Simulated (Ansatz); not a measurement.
Consider the following.

SiC:
```
SiC
1.0
    2.99390     0.00000     0.00000
    0.00000     2.99390     0.00000
    0.00000     0.00000     4.96219
Si C
2 2
Direct
  0.00000   0.50000   0.00000
  0.50000   0.00000   0.50000
  0.00000   0.00000   0.25000
  0.00000   0.00000   0.75000
```

This is the PBE-relaxed structure.

Question: All from the program Ansatz at the PBE level (PAW), unless another level is named. Give the electronic character.

Answer: metallic (no gap).

Question: Give the formation energy from the elements (no fitted shifts).

Answer: 0.93 eV/atom.

Question: And the density of states at the Fermi level?

Answer: 0.43 states/eV per atom (mean over ±0.08 eV).

Space group P4_2/mmc. The cell is a constructed one: a structure type filled with these elements; neither database checked (COD, Materials Project) lists it. It is not the phase usual at ambient conditions (space group No. 186, 216). The cell was relaxed with PBE under the symmetry of its start; whether a distortion lowers the energy is not shown. The references are the lowest solids computed at this level, not always the standard phases.

Potentials: the later of the program's two PAW sets.
